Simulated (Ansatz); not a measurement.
## From a trial cell to the properties of Y (hcp)

**What was measured.** A cell as deposited of hexagonal Y (space group P6_3/mmc), temperature not stated, from the Crystallography Open Database (1960), has a, c = 3.651, 5.747 Å and 33.18 Å³/atom.

Level of theory: DFT, HSE06, scalar-relativistic, no spin polarisation; plane waves to 420 eV with PAW datasets (Ansatz 0.2.0), Γ-centred 6×6×4 mesh, 0.05 eV Gaussian smearing; PAW files: Ansatz's generated set soft_2.

The first cell, 0 % under the database's volume:

```yaml
crystal:
  lattice:
    - [3.65000, 0.00000, 0.00000]
    - [-1.82500, 3.16099, 0.00000]
    - [0.00000, 0.00000, 5.73415]
  atoms:
    - { symbol: Y, position: [0.33333, 0.66667, 0.75000] }
    - { symbol: Y, position: [0.66667, 0.33333, 0.25000] }
```

The runs in order:

```tsv
run	level	k-mesh	kind	V (Å³/atom)	P (GPa)	E − E(final) (meV/atom)	gap on the mesh (eV)
1	PBE	6×6×4	cell and atoms relaxed	32.99	0.0	–	metal
2	HSE06	6×6×4	fixed cell	32.99	0.9	2.2	metal
3	HSE06	6×6×4	shape and atoms relaxed, volume fixed	33.18	0.6	0.8	metal
4	HSE06	6×6×4	shape and atoms relaxed, volume fixed	33.59	0.0	0.0	metal
```

The volume is at zero pressure for this level.

The final structure (symmetry read at 0.01 Å). It takes space group P6_3/mmc (No. 194, hexagonal). Conventional cell: a = 3.701 Å, b = 3.701 Å, c = 5.663 Å, α = 90.00°, β = 90.00°, γ = 120.00°. Y (site symmetry -6m2) has 12 Y at 3.55 to 3.70 Å as nearest neighbours. (Shells end 15 % past the nearest neighbour.)

```
atom  site  symmetry       x       y       z
   Y    2d      -6m2  0.3333  0.6667  0.7500
```

At the final geometry the gap, band path included, is zero (metallic). The runs in the table took roughly 6 core-minutes.

**Comparison.** The computed cell (3.701, 5.663 Å, 33.59 Å³/atom) differs from the database's by +1.2 % in volume, about +0.4 % in length. The axes miss by +1.4 %, −1.5 %, so errors cancel in the volume. The static lattice lacks zero-point motion and thermal expansion, so this level's own overestimate is larger than the figure.

Pressures of hybrids are less tightly converged. For a metal under a hybrid functional this mesh is coarse.
